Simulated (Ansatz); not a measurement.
## Electric field gradients in Sn3O4

Computed with DFT PBE, scalar-relativistic, plane waves, PAW (Ansatz 0.2.0). Plane waves to 420 eV; Γ-centred k mesh 6×6×6; Fermi-Dirac smearing of 0.15 eV. No spin polarisation.

Equilibrium structure at this level:
```
CELL_PARAMETERS angstrom
7.19654 0.00000 0.00737
0.00000 5.84884 0.00000
-0.00628 0.00000 6.10147
ATOMIC_POSITIONS crystal
Sn 0.79896 0.50000 0.25000
Sn 0.20104 0.50000 0.25000
Sn 0.20104 0.50000 0.75000
Sn 0.79896 0.50000 0.75000
Sn 0.50000 0.00000 0.00000
Sn 0.50000 0.00000 0.50000
O 0.71994 0.27406 0.00000
O 0.28006 0.27406 0.50000
O 0.28006 0.72594 0.00000
O 0.71994 0.72594 0.50000
O 0.28005 0.27405 0.00000
O 0.71995 0.27405 0.50000
O 0.71995 0.72595 0.00000
O 0.28005 0.72595 0.50000
```

In a metal these results depend on the k mesh and the smearing. A semilocal functional can close a gap that the real compound has. Spin–orbit coupling is left out, which matters for gradients at heavy nuclei.

Question: Give V_zz (10²¹ V/m²) and the asymmetry η at each distinct site.

Answer:
```csv
atom,V_zz,η
Sn (atom 1),4.44,0.73
Sn (atom 5),-22.39,0.12
O (atom 7),-9.54,0.07
```

Whether Sn3O4 exists in this form wasn't checked.

Cost: 1 run of about 1 core-minutes, on Oxide Virtual Turin-like Processor (Zen 5) (shared hosts).